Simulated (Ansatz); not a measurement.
This guess for MoH6 is about to be relaxed.

```cif
data_structure
_symmetry_space_group_name_H-M 'Amm2'
_symmetry_Int_Tables_number 38
_cell_length_a 7.0489
_cell_length_b 6.9624
_cell_length_c 3.0520
_cell_angle_alpha 90.000
_cell_angle_beta 90.000
_cell_angle_gamma 90.000
_cell_volume 149.78
loop_
_atom_site_label
_atom_site_type_symbol
_atom_site_symmetry_multiplicity
_atom_site_Wyckoff_symbol
_atom_site_fract_x
_atom_site_fract_y
_atom_site_fract_z
_atom_site_occupancy
H1 H 4 c 0.32760 0.00000 0.14872 1
H2 H 4 d 0.00000 0.27431 0.90446 1
H3 H 4 c 0.26280 0.00000 0.88446 1
Mo1 Mo 2 a 0.00000 0.00000 0.28251 1
```

Computed with Ansatz, DFT PBE, scalar-relativistic, plane waves, PAW. Cutoff 420 eV, Gaussian smearing, Γ-centred meshes. Cell and atoms relax first on a coarse mesh, the cell is then made exact in the group found at 0.06 to 0.08 Å, and last on a converged mesh; the steps can't lower the symmetry of their start. No spin polarisation.

A guess keeps its type if space group and coordination stay and the shape of the cell changes little (axis ratios within about 15 %, angles within 6°); the volume may change.

Problem. Does it keep its structure type, or change into something else?

Solution. It doesn't keep its type. The symmetry goes from Amm2 (No. 38) to Cmmm (No. 65). The volume per atom shrinks by 15.9 %, from 10.7 to 9.0 Å³. The shortest distance goes from 0.93 Å (H–H) to 0.85 Å (H–H). Counting neighbours within 15 % of an atom's shortest distance, the start has H 1/3, Mo 2 and the end H 1/6, Mo 10. In detail, at the end H on a site of symmetry m is surrounded by 1 H at 0.85 Å and 1 Mo at 1.84 Å; H on a site of symmetry m2m is surrounded by 1 H at 1.81 Å, 3 Mo at 1.88–1.90 Å and 2 H at 1.93 Å; Mo is surrounded by 10 H at 1.84–1.90 Å.

Space group Cmmm (No. 65). a = 3.337 Å, b = 5.576 Å, c = 6.774 Å, α = 90.00°, β = 90.00°, γ = 90.00°
```
atom  site  symmetry       x       y       z
   H    8o       .m. 0.3731  0.0000  0.7350
   H    4i       m2m  0.5000  0.6625  0.0000
  Mo    2b       mmm  0.5000  0.0000  0.0000
```

Energies over the elements count from the elements' standard structures at the same level (H₂ as a molecule), with no fitted energy shifts.

Problem. At what energy does it end?

Solution. +0.22 eV/atom. The separate elements lie lower, so it is unstable against them.

The last run used a 10×10×6 mesh (in the run's order of axes) for its 7-atom cell and Gaussian smearing of 0.10 eV. Weakly bound directions are ill-defined at this level, which has no dispersion term. The cell is a metal run without spin; a magnetic state may lie lower. With hydrogen, zero-point motion can shift formation energies by some tens of meV/atom. A structure relaxed within its symmetry needn't be a true minimum. Another cell of the same search, in P1, lies 162 meV/atom lower, so this cell isn't the stable form at this level.

In counts of neighbours, a slash parts the counts of unlike sites.
